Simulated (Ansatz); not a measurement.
The relaxed structure here is a generated cell of CsSnI3: the first start was made by a random draw of sites in a space group, and the end was not matched to a known phase here, so it may be hypothetical. Known forms of CsSnI3 include space group No. 62, 221.

A structure of CsSnI₃ relaxed with PBEsol (plane waves to 420 eV, PAW, scalar-relativistic; Ansatz, a quantum-chemistry and plane-wave program); single points at other levels follow on the same geometry (Ansatz, PAW; PBEsol+SOC at 420 eV on a 3×7×7 k-mesh; spin-orbit coupling only where +SOC is written). Space group Amm2 (No. 38).

```cif
data_CsI3Sn
_chemical_formula_sum 'Cs1 I3 Sn1'
_space_group_name_H-M_alt 'P 1'
_space_group_IT_number 1
_cell_length_a 11.11474
_cell_length_b 5.14522
_cell_length_c 5.14522
_cell_angle_alpha 88.983
_cell_angle_beta 90.000
_cell_angle_gamma 90.000
loop_
_space_group_symop_operation_xyz
  'x, y, z'
loop_
_atom_site_label
_atom_site_type_symbol
_atom_site_fract_x
_atom_site_fract_y
_atom_site_fract_z
_atom_site_occupancy
Cs1 Cs 0.50000 0.15677 0.15677 1
I1 I 0.81808 0.91038 0.91038 1
I2 I 0.18192 0.91038 0.91038 1
I3 I 0.50000 0.65485 0.65485 1
Sn1 Sn 0.00000 0.16960 0.16960 1
```

| level | gap (eV) | kind | conduction minimum |
|---|---|---|---|
| PBEsol | 1.12 | direct | Z |
| PBEsol+SOC | 0.85 | direct | 67 % of the way from Γ to Z |

The shift from spin-orbit coupling is approximate. No spin polarisation in the result.

The run could not lower the symmetry of its start; a shaken copy of this end point relaxes with PBEsol to P1 (No. 1), 0.213 eV/atom lower.
